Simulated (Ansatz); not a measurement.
# Levels of theory for Sr3MgO4 (ordering on rocksalt)

All numbers come from the PAW code Ansatz. The calculation is non-magnetic, and the structure need not be a phase that has been made.

The cell is Sr3MgO4 as one 8-atom ordering (I4/mmm) on the rocksalt lattice; cell and atoms were relaxed with r2SCAN. It is tetragonal, I4/mmm (No. 139); conventional cell a = 5.010 Å, c = 9.827 Å, 15.42 Å³ an atom. Mg has 6 O at 2.12–2.50 Å; O has 1 Mg at 2.12 Å and 5 Sr at 2.53–2.79 Å; Sr has 6 O at 2.46–2.53 Å; O has 4 Sr at 2.46–2.50 Å and 2 Mg at 2.50 Å; Sr has 6 O at 2.50–2.79 Å.

```yaml
crystal:
  lattice:
    - [-2.50496, 2.50496, 4.91374]
    - [2.50496, -2.50496, 4.91374]
    - [2.50496, 2.50496, -4.91374]
  atoms:
    - { symbol: Mg, position: [0.00000, 0.00000, 0.00000] }
    - { symbol: O, position: [0.78417, 0.78417, 0.00000] }
    - { symbol: Sr, position: [0.25000, 0.75000, 0.50000] }
    - { symbol: O, position: [0.00000, 0.50000, 0.50000] }
    - { symbol: Sr, position: [0.50000, 0.50000, 0.00000] }
    - { symbol: O, position: [0.21583, 0.21583, 0.00000] }
    - { symbol: Sr, position: [0.75000, 0.25000, 0.50000] }
    - { symbol: O, position: [0.50000, 0.00000, 0.50000] }
```

Relaxed lattice by functional, symmetry kept:
```json
{"functional": "PBE", "k mesh": "6×6×6", "a (Å)": "5.052", "c (Å)": "9.887", "volume (Å³/atom)": "15.77"}
{"functional": "r2SCAN", "k mesh": "6×6×6", "a (Å)": "5.010", "c (Å)": "9.827", "volume (Å³/atom)": "15.42"}
```

Gaps on the r2SCAN cell, each the least over its mesh and the special points:
```
  level  k mesh  gap (eV)      kind  edges  least direct gap (eV)
    PBE   8×8×8      3.18  indirect  M → Γ                   3.21
PBE+SOC   8×8×8      3.17  indirect  M → Γ                   3.21
 r2SCAN   8×8×8      3.88  indirect  M → Γ                   3.91
  HSE06   4×4×4      4.74  indirect  M → Γ                   4.75
   PBE0   4×4×4      5.46  indirect  M → Γ                   5.47
```
PBE: smearing of 0.02 eV; the others have fixed occupations.
Wave cutoffs: 420 eV, 500 eV (r2SCAN).

HSE06 gives an indirect gap of 4.74 eV, from M to Γ; the least direct gap is 4.75 eV at Γ. Least and direct gap differ so little that the kind isn't settled. Spin-orbit coupling changes the PBE gap by -0.012 eV, to 3.17 eV.

r2SCAN covers 45 % of the step from PBE to HSE06. Spin-orbit coupling moves PBE's least or direct gap by up to 0.012 eV, so it can be left out where a tenth of an eV counts. Direct and least gap lie within 0.04 eV at some levels, so the kind of gap isn't settled.

r2SCAN (ground state on 6×6×6): The clamped-ion dielectric constant comes out as 3.55 along x and y, 3.46 along z. Born charges, averaged over directions: Mg +2.13, O -2.40 to -2.31, Sr +2.40 to +2.49 e. The program notes that the ground state's band table doesn't vouch for all the bands that the response reads.

Only the levels marked +SOC include spin-orbit coupling.

The meshes of the hybrids are coarse, so their gaps aren't converged to the digits shown.
